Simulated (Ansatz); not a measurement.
FeO (rock salt, space group No. 225) at seven volumes, DFT-PBE in the program Ansatz with PAW potentials, scaled uniformly. One row is withheld.

```json
[
 {"V (Å³/atom)": "9.098", "P (GPa)": "21.59"},
 {"V (Å³/atom)": "9.398", "P (GPa)": "13.20"},
 {"V (Å³/atom)": "9.698", "P (GPa)": "6.05"},
 {"V (Å³/atom)": "9.998", "P (GPa)": "0.00"},
 {"V (Å³/atom)": "10.297", "P (GPa)": "-5.13"},
 {"V (Å³/atom)": "10.597", "P (GPa)": "-9.45"},
 {"V (Å³/atom)": "10.897", "P (GPa)": "?"}
]
```

### Question
Fit the shown pressures and predict the withheld one.

### Answer
P = (3/2)B₀(x^(7/2) − x^(5/2))[1 + (3/4)(B′ − 4)(x − 1)] with x = (V₀/V)^(2/3). Least squares on the six rows gives V₀ = 9.998 Å³/atom, B₀ = 185 GPa, B′ = 4.47. At V = 10.897, x = 0.9442 and P = -13.15 GPa. The run itself gave -13.08 GPa.

Space group Fm-3m (rock salt). Symmetry was held in the PBE relaxation. Magnetic state: ferromagnetic, chosen from 3 collinear starts compared on coarse meshes (ties went to the first, and starts can fall back to one state), not a proven ground state. Textbook magnetic order: antiferromagnetic. No Hubbard U is applied.

Potentials: the later of the program's two PAW sets.
